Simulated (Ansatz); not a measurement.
# La2CuSi3: F interstitial

All numbers are calculated (PBEsol, no spin polarisation, no spin-orbit coupling; Ansatz, PAW set soft_2, 420 eV, k-mesh 3×3×3), not measured.

The relaxed host crystal (no gap at this level of theory):

```yaml
crystal:
  lattice:
    - [4.10129, 0.00000, 0.00000]
    - [-2.05065, 3.55183, 0.00000]
    - [0.00000, 0.00000, 8.53106]
  atoms:
    - { symbol: Cu, position: [0.66667, 0.33333, 0.00000] }
    - { symbol: La, position: [0.33333, 0.66667, 0.24631] }
    - { symbol: La, position: [0.33333, 0.66667, 0.75369] }
    - { symbol: Si, position: [0.66667, 0.33333, 0.50000] }
    - { symbol: Si, position: [0.00000, 0.00000, 0.00000] }
    - { symbol: Si, position: [0.00000, 0.00000, 0.50000] }
```

Supercell of 24 atoms, rows of the matrix [[0,-2,0],[-2,0,0],[0,0,-1]] times the cell vectors; F interstitial at (0.300, 0.650, 0.500) in fractions of the cell above. Atoms are relaxed at the host's cell, from a start shaken by 0.05 Å near the defect.

Distances from the added F (Å), by shell of the perfect crystal:

```
shell      perfect crystal  relaxed, charge 0
 2 La                 2.17               2.33
 1 Si                 2.25               2.44
 2 Si                 2.31               2.45
 3 Si  2.45 (2.43 to 2.49)               2.45
```

```
charge  gap of the cell on the mesh (eV)
     0                              0.00
```

Formation energy of the neutral defect: -2.10 eV, taking atoms from and to the elements' standard states (no corrections for gases), so it belongs to those chemical potentials alone.

A negative value doesn't mean that the atoms enter by themselves: with the elements as reservoirs, compounds of them would form first.

Caveats: small supercell, so energies and levels can be off by tenths of an eV; one random start near the defect, so other minima are possible.
